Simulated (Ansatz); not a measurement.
A geometry of BeCo away from equilibrium: step 42 of the relaxation of a generated cell, BeCo built in the AFLOW prototype AB_oP4_59_a_b (as in CuTe). Computed with PBEsol (plane waves to 420 eV, PAW, scalar-relativistic; Ansatz, a first-principles code). Γ-centred k-mesh 14×11×7 on the run's cell (coarser than for final values), Fermi–Dirac smearing 0.05 eV.

```xyz
4
Lattice="3.4595 0.0000 0.0000 0.0000 3.6289 0.0000 0.0000 0.0000 2.6220" Properties=species:S:1:pos:R:3:forces:R:3 pbc="T T T" free_energy=-10367.910 pressure_GPa=6.3
Be     0.0000     0.0000     0.0000    0.0000    0.0000   -0.0001
Be     1.7297     1.8144     2.6220    0.0000    0.0000    0.0001
Co     0.0000     1.8144     1.3110    0.0000    0.0000    0.0000
Co     1.7297     0.0000     1.3110    0.0000    0.0000    0.0000
```

Positions in Å, forces in eV/Å, free energy of the cell in eV (comparable only within this code, potentials and settings). Largest force: all forces are below 0.005 eV/Å; the geometry lies 0.02 eV/atom above the end of its relaxation.

Spin-polarised start, with parallel moments on Co.

Spin state reached: ferromagnetic (net 0.18 μB/atom), from parallel starting moments; other spin orders were not run from this start.

The run could not lose the symmetry of its start; a randomly shaken copy of 4 atoms returns to this structure.
